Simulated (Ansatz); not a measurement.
**Calculated ¹⁴N nuclear quadrupole resonance for CdHgC₄Se₄N₄**

Cell: a measured structure from the Crystallography Open Database (COD), its atoms then relaxed with PBE in this cell.

```cif
data_CdHgC4Se4N4
_symmetry_space_group_name_H-M 'I-4'
_symmetry_Int_Tables_number 82
_cell_length_a 11.6495
_cell_length_b 11.6495
_cell_length_c 4.5128
_cell_angle_alpha 90.000
_cell_angle_beta 90.000
_cell_angle_gamma 90.000
loop_
_atom_site_label
_atom_site_type_symbol
_atom_site_symmetry_multiplicity
_atom_site_Wyckoff_symbol
_atom_site_fract_x
_atom_site_fract_y
_atom_site_fract_z
Cd Cd 2 a 0.0000 0.0000 0.0000
Hg Hg 2 d 0.0000 0.5000 0.7500
C C 8 g 0.0849 0.7713 0.6130
Se Se 8 g 0.1308 0.6438 0.4192
N N 8 g 0.0554 0.8551 0.7345
```

One atom of each set is listed; the run and its k-mesh use a cell of 14 atoms with edges of 8.54, 8.54, 8.54 Å.

Method: Kohn–Sham DFT in Ansatz, r2SCAN, plane waves and PAW, scalar-relativistic, 500 eV cutoff, Γ-centred 7×7×7 k-points, Fermi–Dirac smearing 0.02 eV.

¹⁴N: I = 1, Q = 20.44 mb (year-2017 value). Static lattice, zero field.

Question: Predict the zero-field ¹⁴N lines of each site.

Answer: For I = 1 the lines are ν± = (3/4)|C_Q|(1 ± η/3) and ν₀ = |C_Q|η/2.

| site | atoms | V_zz (10²¹ V/m²) | C_Q (MHz) | η | line frequencies (MHz) |
| --- | --- | --- | --- | --- | --- |
| N | 4 | -3.17 | -1.57 | 0.53 | 0.415, 0.967, 1.38 |

At N V_zz points along the shorter of its two bonds, to C (within 2°).

The largest force is 0.9 eV/Å, so the atoms aren't at the calculated equilibrium and relaxing them would move these values. Without spin–orbit coupling (the program notes it for Cd) the gradients are little affected as a rule: paired runs on crystals with a gap mostly move them by under 2 % at such atoms. The database entry as given showed forces above 3 eV/Å or a pressure above 30 GPa, though relaxing it moves no atom far.

Hardware: 1 thread of Arm Neoverse V2 (aarch64; 28 cores open to the job, memory cap 3.0 GiB, no GPU), a shared host with a load of 0.8 a core. Wall time 6.1 min, CPU time 6.1 min, peak memory 2.1 GiB.
